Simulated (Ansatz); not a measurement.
HgTe (zinc blende)

```xyz
2
Lattice="0.0000 3.2866 3.2866 3.2866 0.0000 3.2866 3.2866 3.2866 0.0000" Properties=species:S:1:pos:R:3 pbc="T T T"
Te     1.6433     1.6433     1.6433
Hg     0.0000     0.0000     0.0000
```

Two-dimensional scan of atom 1 (Te, nearest neighbour Hg at 2.846 Å; its periodic images, 4.6 Å or more away, move with it): u runs along (0.707, 0.707, 0.000), v along (0.000, 0.000, 1.000) (Cartesian). Cell and other atoms are fixed.

Calculation: r2SCAN (plane waves to 500 eV, PAW, scalar-relativistic; Ansatz, an electronic-structure program). k mesh 7×7×7 (Γ-centred), Fermi-Dirac smearing 0.05 eV. E stands for the smeared free energy. With partly filled bands, energies and forces of such displacements shift with the k mesh and the smearing. At this level the bands of HgTe touch or barely overlap. HgTe was relaxed with its symmetry unable to fall. Spin-orbit coupling is left out, though Hg and Te are heavy. The zero of ΔE is the undisplaced structure. Axes are in Å.

**Question.** Give the computed ΔE (eV/cell) at all points of the grid u = -0.430, -0.287, -0.143, 0.000, 0.143, 0.287, 0.430 by v = -0.430, -0.287, -0.143, 0.000, 0.143, 0.287, 0.430.

**Answer.** ΔE (eV/cell), with u across and v down:

```csv
v \ u,-0.430,-0.287,-0.143,0.000,0.143,0.287,0.430
-0.430,1.553,0.788,0.384,0.259,0.384,0.788,1.553
-0.287,0.994,0.475,0.201,0.116,0.201,0.475,0.994
-0.143,0.591,0.257,0.083,0.030,0.083,0.257,0.591
0.000,0.335,0.133,0.031,0.000,0.031,0.133,0.335
0.143,0.211,0.100,0.045,0.030,0.045,0.100,0.211
0.287,0.199,0.147,0.123,0.116,0.123,0.147,0.199
0.430,0.270,0.260,0.258,0.259,0.258,0.260,0.270
```

(A displaced cell: forces are minus the slopes of the energy, force constants its curvatures, and phonons follow from these.)
